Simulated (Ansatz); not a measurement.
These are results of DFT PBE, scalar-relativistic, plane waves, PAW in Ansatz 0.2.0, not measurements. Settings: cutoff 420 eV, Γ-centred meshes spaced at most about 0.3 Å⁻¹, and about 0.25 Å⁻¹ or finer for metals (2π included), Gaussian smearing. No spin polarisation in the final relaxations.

All energies are static (0 K, no zero-point motion). All come from trial cells, and lower structures may exist.

Question: Which of these relaxed structures of Ta2AlC2N is the lowest in energy?
1. Space group Cmmm (No. 65), orthorhombic, a = 6.166 Å, b = 7.106 Å, c = 3.202 Å. Ta has 4 C at 2.23 Å, 2 N at 2.35 Å, 4 Al at 2.85 Å and 4 Ta at 3.08–3.20 Å; Al has 2 C at 1.95 Å and 8 Ta at 2.85 Å; around C lie 1 Al at 1.95 Å, 4 Ta at 2.23 Å and 2 N at 2.27 Å; N is surrounded by 4 C at 2.27 Å and 4 Ta at 2.35 Å.
2. Space group I4/mmm (No. 139), tetragonal, a = 4.492 Å, c = 7.220 Å. Ta has 4 C at 2.30 Å, 4 Al at 2.88 Å and 4 N at 2.88 Å; Al is surrounded by 2 C at 2.31 Å and 8 Ta at 2.88 Å; C has 1 N at 1.30 Å, 4 Ta at 2.30 Å and 1 Al at 2.31 Å; N has 2 C at 1.30 Å.
3. Space group Pmmm (No. 47), orthorhombic, a = 3.206 Å, b = 3.652 Å, c = 6.078 Å. Ta has 4 C at 2.26–2.33 Å, 4 N at 2.83 Å, 4 Al at 2.90 Å and 1 Ta at 2.90 Å; Al has 2 C at 1.83 Å and 8 Ta at 2.90 Å; C on its first site has 2 N at 1.60 Å and 4 Ta at 2.33 Å; around N lie 2 C at 1.60 Å; 1 more site not described.
4. Space group I4/mmm (No. 139), tetragonal, a = 4.138 Å, c = 10.012 Å. Ta is surrounded by 1 N at 1.95 Å, 4 C at 2.14 Å and 1 Al at 3.06 Å; Al has 4 N at 2.93 Å, 2 Ta at 3.06 Å and 8 C at 3.25 Å; around C lie 4 Ta at 2.14 Å, 4 C at 2.93 Å, 4 Al at 3.25 Å and 4 N at 3.25 Å; around N lie 2 Ta at 1.95 Å and 4 Al at 2.93 Å.

Answer: 4. It has space group I4/mmm (No. 139); the next, 2, with space group I4/mmm (No. 139), lies 0.47 eV/atom higher. Counting C or N atoms around Al and Ta (for each partner element, those within 1.25 times its shortest distance or 1.15 times the sum of covalent radii, where it is the nearest in units of that sum or under 1.3; a plus sign parts groups by distance over the sum of covalent radii; the shortest distance is added where it exceeds 1.18 times the sum of covalent radii), the lowest has Ta 5, Al 4 from 2.9 Å and the next has Ta 4+4, Al 2.

Spin–orbit coupling, which can matter for Ta, is left out. Cells relaxed within their symmetry can be saddle points. Some candidate types were left out of the draw beforehand, so a known form may be missing.
